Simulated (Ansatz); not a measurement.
Input and command of a plane-wave DFT calculation in Ansatz:

```yaml
crystal:
  lattice:
    - [3.004, 0.0, 0.0]
    - [0.0, 3.004, 0.0]
    - [0.0, 0.0, 3.12416]
  atoms:
    - { symbol: Ga, position: [0.0, 0.0, 0.0] }
    - { symbol: Ir, position: [0.5, 0.5, 0.5] }
basis:
  ecutwfc: 500
kpoints:
  mp_grid: { grid: [16, 16, 16] }
hamiltonian:
  xc: r2scan
scf:
  occupations: { method: gaussian, width: 0.15 }
output:
  forces: true
  stress: true
  eigenvalues: true
```

```bash
ansatz run input.yaml --threads 1 --pin off --max-ram 2560MiB --backend cpu --events-out ev --progress --plain --runs-dir out
```

Processor: Arm Neoverse V2, 1 thread, on a host shared with other jobs.

Task: Estimate time, memory and problem size.

Result: About 26 s on 1 thread of Arm Neoverse V2, on a shared host, peak memory 0.54 GiB. It solves 19 bands at 405 k points (the mesh reduced by symmetry) with about 739 plane waves, in 7 SCF iterations.
